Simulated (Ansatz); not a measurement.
ZnS (rock salt, Fm-3m), plane-wave PAW r²SCAN+D4 (Ansatz code), all energies at zero smearing, with the estimated change up to a 700 eV cutoff added, with one set of potentials and settings (totals compare only within such a set). Cell of 2 atoms (1 Zn, 1 S): -4233.105 eV.

```csv
element,reference phase,E (eV/atom)
Zn,"P6_3/mmc, 2 atoms in the cell",-3325.7927
S,"P2/c, 32 atoms in the cell",-905.9104
```

Formation energy per atom, worked out: (-4233.105 − 1×(-3325.7927) − 1×(-905.9104))/2 = -0.701 eV/atom (-68 kJ per mol of atoms), at 0 K, without zero-point energy or fitted corrections.

This is a known high-pressure phase of the composition, computed here at zero pressure and temperature. The r²SCAN+D4 relaxation kept the symmetry of its start; its stability against distortions is not shown here. The references are the lowest solids computed at this level, not always the standard phases.

Potentials: the later of the program's two PAW sets.
